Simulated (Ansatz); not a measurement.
Relaxed HfN (rock salt):

```
CELL_PARAMETERS angstrom
      0.00000     4.52548     4.52548
      2.26274     0.00000     2.26274
      2.26274     2.26274     0.00000
ATOMIC_POSITIONS crystal
  N  0.00000 0.00000 0.00000
  N  0.50000 0.00000 0.00000
  Hf 0.25000 0.50000 0.50000
  Hf 0.75000 0.50000 0.50000
```

A phonon eigenvector at L = (0.5, 0.0, 0.0) is frozen into this cell: atom i moves by Q times the vector below, so Q is the largest atomic displacement, in Å. The cell is held. (q is in reciprocal vectors of the primitive cell; the cell shown is doubled to hold the pattern.)

```json
[
 {"atom": "Hf3", "x": "0.577", "y": "-0.577", "z": "-0.577"},
 {"atom": "Hf4", "x": "-0.577", "y": "0.577", "z": "0.577"}
]
```

Atoms not listed stay in place.

Computed with r2SCAN (plane waves to 500 eV, PAW, scalar-relativistic; Ansatz, a program for electronic structure). k mesh 9×18×18 (Γ-centred), Fermi-Dirac smearing 0.05 eV. E stands for the smeared free energy. With partly filled bands, energies and forces of such displacements shift with the k mesh and the smearing. HfN is run without spin polarisation. HfN was relaxed with its symmetry unable to fall. Spin-orbit coupling is left out, though Hf is heavy. ΔE is measured from the undisplaced structure.

```json
[
 {"Q (Å)": "-0.100", "−dE/dQ from forces (eV/Å)": "…", "ΔE (eV/cell)": "0.151"},
 {"Q (Å)": "-0.083", "−dE/dQ from forces (eV/Å)": "2.767", "ΔE (eV/cell)": "…"},
 {"Q (Å)": "-0.067", "−dE/dQ from forces (eV/Å)": "1.961", "ΔE (eV/cell)": "0.059"},
 {"Q (Å)": "-0.050", "−dE/dQ from forces (eV/Å)": "…", "ΔE (eV/cell)": "0.032"},
 {"Q (Å)": "-0.033", "−dE/dQ from forces (eV/Å)": "0.843", "ΔE (eV/cell)": "0.014"},
 {"Q (Å)": "-0.017", "−dE/dQ from forces (eV/Å)": "0.416", "ΔE (eV/cell)": "0.003"},
 {"Q (Å)": "0.000", "−dE/dQ from forces (eV/Å)": "0.000", "ΔE (eV/cell)": "0.000"},
 {"Q (Å)": "0.017", "−dE/dQ from forces (eV/Å)": "-0.416", "ΔE (eV/cell)": "0.003"},
 {"Q (Å)": "0.033", "−dE/dQ from forces (eV/Å)": "-0.843", "ΔE (eV/cell)": "0.014"},
 {"Q (Å)": "0.050", "−dE/dQ from forces (eV/Å)": "…", "ΔE (eV/cell)": "0.032"},
 {"Q (Å)": "0.067", "−dE/dQ from forces (eV/Å)": "-1.961", "ΔE (eV/cell)": "0.059"},
 {"Q (Å)": "0.083", "−dE/dQ from forces (eV/Å)": "-2.767", "ΔE (eV/cell)": "…"},
 {"Q (Å)": "0.100", "−dE/dQ from forces (eV/Å)": "…", "ΔE (eV/cell)": "0.151"}
]
```

Problem. What belongs in the gaps?

Solution. 
- -0.100, −dE/dQ from forces (eV/Å): 3.650
- -0.083, ΔE (eV/cell): 0.098
- -0.050, −dE/dQ from forces (eV/Å): 1.315
- 0.050, −dE/dQ from forces (eV/Å): -1.315
- 0.083, ΔE (eV/cell): 0.098
- 0.100, −dE/dQ from forces (eV/Å): -3.650

(A displaced cell: forces are minus the slopes of the energy, force constants its curvatures, and phonons follow from these.)
